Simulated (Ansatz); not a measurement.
InBi in space group P4/nmm (No. 129; In on 2a, Bi on 2c), DFT-PBE in the program Ansatz with PAW potentials, all energies at zero smearing, with the estimated change up to a 700 eV cutoff added, with one set of potentials and settings (totals compare only within such a set). Cell of 4 atoms (2 In, 2 Bi): -35988.821 eV.

```
element              reference phase  E (eV/atom)
-------  ---------------------------  -----------
In       I4/mmm, 1 atoms in the cell   -5597.8481
Bi         R-3m, 2 atoms in the cell  -12396.5536
```

Formation energy per atom, worked out: (-35988.821 − 2×(-5597.8481) − 2×(-12396.5536))/4 = -0.004 eV/atom (0 kJ per mol of atoms), at 0 K, without zero-point energy or fitted corrections.

The first step of the workflow began from a Materials Project structure, measured or hypothetical; the Crystallography Open Database files this formula in space group No. 129, but the cells were not matched. Whether it is the stable phase at ambient conditions was not checked. Symmetry was held in the PBE relaxation; its stability against distortions is not shown here. The references are the lowest solids computed at this level, not always the standard phases. Spin–orbit coupling is left out wherever it is not named.

Potentials: the later of the program's two PAW sets.
